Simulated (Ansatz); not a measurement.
The start is a generated cell, TiC built in the AFLOW prototype AB_oP8_62_c_c (B16, as in GeS). A full variable-cell relaxation at zero pressure is run with PBE (plane waves to 420 eV, PAW, scalar-relativistic; Ansatz, a first-principles code). The first steps use a coarse 3×8×7 k-mesh.

The start:
```yaml
crystal:
  lattice:
    - [8.34714, 0.00000, 0.00000]
    - [0.00000, 2.91589, 0.00000]
    - [0.00000, 0.00000, 3.43659]
  atoms:
    - { symbol: Ti, position: [0.37500, 0.25000, 0.33300] }
    - { symbol: Ti, position: [0.87500, 0.25000, 0.16700] }
    - { symbol: Ti, position: [0.62500, 0.75000, 0.66700] }
    - { symbol: Ti, position: [0.12500, 0.75000, 0.83300] }
    - { symbol: C, position: [0.13900, 0.25000, 0.38900] }
    - { symbol: C, position: [0.63900, 0.25000, 0.11100] }
    - { symbol: C, position: [0.86100, 0.75000, 0.61100] }
    - { symbol: C, position: [0.36100, 0.75000, 0.88900] }
```

Task: How large is the pressure on the unrelaxed cell, and of which sign?

Result: +3 GPa (positive: the cell is compressed).

Task: What is the largest force in the starting geometry, and on which atom (counted from 1)?

Result: About 2.6 eV/Å, on C5, C6, C7, C8 (atoms numbered as listed).

Task: Does the structure survive the relaxation? Give the final space group.

Result: The space group goes from Pnma (No. 62) to Fm-3m (No. 225); the end is rock salt type, with 2 atoms in the primitive cell.

Task: How much energy is released per atom?

Result: 0.61 eV/atom.

Task: How does the volume change?

Result: -2.7 %, from 10.46 to 10.17 Å³/atom.

Task: How do the shortest distances between atoms change?

Result: The closest pairs of elements (up to four, under 3.6 Å), start → end: C–Ti 1.98 → 2.17 Å; Ti–Ti 2.79 → 3.06 Å; C–C 2.84 → 3.06 Å.

Final values are on a 18×18×18 k-mesh of the relaxed cell. No spin polarisation in the result.

The run could not lose the symmetry of its start.
